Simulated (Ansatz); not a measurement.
Rb₂TlAgF₆:
```xyz
10
Lattice="0.0000 4.5186 4.5186 4.5186 0.0000 4.5186 4.5186 4.5186 0.0000" Properties=species:S:1:pos:R:3 pbc="T T T"
Rb     6.7779     6.7779     6.7779
Rb     2.2593     2.2593     2.2593
Tl     0.0000     0.0000     0.0000
Ag     4.5186     4.5186     4.5186
F      2.1725     4.5186     4.5186
F      6.8646     4.5186     4.5186
F      4.5186     2.1725     4.5186
F      4.5186     6.8646     4.5186
F      4.5186     4.5186     2.1725
F      4.5186     4.5186     6.8646
```

r²SCAN (plane waves, PAW; program Ansatz) gives a gap of 0.89 eV without spin–orbit coupling, maximum at X, minimum at Γ.

Problem. What happens when spin–orbit coupling is switched on?

Solution. The gap drops by 0.03 eV, to 0.86 eV; maximum at X, minimum at Γ.

Problem. Give the electron effective mass with spin–orbit coupling.

Solution. 0.50 mₑ (isotropic).

Space group Fm-3m. The workflow started from a Materials Project entry (that database holds measured and hypothetical structures alike); the Crystallography Open Database copy checked does not list it. Its standing as an ambient phase is unchecked. Symmetry was held in the r²SCAN relaxation; whether a distortion lowers the energy is not shown. No spin polarisation was allowed.

Potentials: the later of the program's two PAW sets.
